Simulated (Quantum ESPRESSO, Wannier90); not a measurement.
# BiBrO (P4/nmm): Wannier90 run

```xyz
6
Lattice="3.9278 0.0000 0.0000 0.0000 3.9278 0.0000 0.0000 0.0000 8.3943" Properties=species:S:1:pos:R:3 pbc="T T T"
Bi     0.0000     1.9639    -1.2471
Bi     1.9639     0.0000     1.2471
Br     1.9639     0.0000    -2.8097
Br     0.0000     1.9639     2.8097
O      0.0000     0.0000     0.0000
O      1.9639     1.9639     0.0000
```

Cell from Materials Project (mp-23072), symmetrised, no further relaxation. COD (Crystallography Open Database) has an entry of this formula and space group (matched by these alone). Computed values, not measurements, from PBEsol: Quantum ESPRESSO (norm-conserving PseudoDojo potentials, cutoff 68 Ry, no spin polarisation, no spin-orbit coupling) on a Γ-centred 4×4×4 mesh, then Wannier90. Density: 8×8×4 mesh, cold smearing 0.01 Ry. Spin-orbit coupling is left out although heavy elements are present.

Functional, cutoff and mesh named above are those of the base row (4×4×4); the first column says what each row takes instead. Model: 18 functions from bands 11-28, start SCDM (isolated) (the valence bands). Energies are relative to the valence-band maximum; the misfit is to pw.x on a path, for all bands of the set. Only the mesh of Bloch states changes. Ω_total can sit in another minimum from row to row; Ω_I of an isolated set cannot.

```json
[
 {"mesh": "2×2×2", "Ω_I (Å²)": "17.25", "Ω_total (Å²)": "20.27", "rms misfit (meV)": "73", "k-points (cost)": "8", "rough cost of nscf and overlaps (first row = 1)": "1.0"},
 {"mesh": "3×3×3", "Ω_I (Å²)": "19.79", "Ω_total (Å²)": "22.77", "rms misfit (meV)": "39", "k-points (cost)": "27", "rough cost of nscf and overlaps (first row = 1)": "2.6"},
 {"mesh": "4×4×4", "Ω_I (Å²)": "21.00", "Ω_total (Å²)": "23.90", "rms misfit (meV)": "8.6", "k-points (cost)": "64", "rough cost of nscf and overlaps (first row = 1)": "6"},
 {"mesh": "5×5×5", "Ω_I (Å²)": "21.65", "Ω_total (Å²)": "24.47", "rms misfit (meV)": "5.0", "k-points (cost)": "125", "rough cost of nscf and overlaps (first row = 1)": "12"}
]
```
